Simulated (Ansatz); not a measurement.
The start is a generated cell, P2W built in the AFLOW prototype AB2_mC6_12_a_i (C34, as in Te2Au). A full variable-cell relaxation at zero pressure is run with PBEsol (plane waves to 420 eV, PAW, scalar-relativistic; Ansatz, a program for electronic structure). The first steps use a coarse 8×8×6 k-mesh.

Initial structure:
```
P2W
1.0
    2.94636    -1.80618     0.00000
    2.94636     1.80618     0.00000
   -0.00290     0.00000     4.15499
W P
1 2
Direct
  0.00000   0.00000   0.00000
  0.68790   0.68790   0.28890
  0.31210   0.31210   0.71110
```

* **Initial pressure**: +26 GPa (positive: the cell is compressed)
* **Largest initial force**: about 3.7 eV/Å, on P2, P3 (atoms numbered as listed)
* **Outcome**: The space group goes from C2/m (No. 12) to P-3m1 (No. 164); the end is AFLOW prototype AB2_hP3_164_a_d (C6, as in CdI2), with 3 atoms in the primitive cell
* **Volume change**: -3.0 %, from 14.74 to 14.30 Å³/atom
* **Shortest distances (start → end)**: The closest pairs of elements (up to four, under 3.6 Å), start → end: P–W 2.20 → 2.45 Å; P–P 2.62 → 2.55 Å; W–W 3.46 → 3.09 Å
* **Band gap at the end**: no gap (metallic)
* **Optimiser moves**: 18

Relaxed structure:

```cif
data_P2W
_chemical_formula_sum 'W1 P2'
_space_group_name_H-M_alt 'P-3m1'
_space_group_IT_number 164
_space_group_name_Hall '-P 3 2"'
_cell_length_a 3.09174
_cell_length_b 3.09174
_cell_length_c 5.18072
_cell_angle_alpha 90.000
_cell_angle_beta 90.000
_cell_angle_gamma 120.000
loop_
_atom_site_label
_atom_site_type_symbol
_atom_site_symmetry_multiplicity
_atom_site_Wyckoff_symbol
_atom_site_fract_x
_atom_site_fract_y
_atom_site_fract_z
_atom_site_occupancy
W1 W 1 a 0.00000 0.00000 0.00000 1
P1 P 2 d 0.66667 0.33333 0.32468 1
```

Final values are on a 17×17×9 k-mesh of the relaxed cell. No spin polarisation in the result.

The run could not lose the symmetry of its start: the end is stationary, and may be a saddle point rather than a minimum.

The relaxed structure here is a generated cell of P2W: the first start was made by placing the elements on the sites of a structure type, and the end was not matched to a known phase here, so it may be hypothetical.
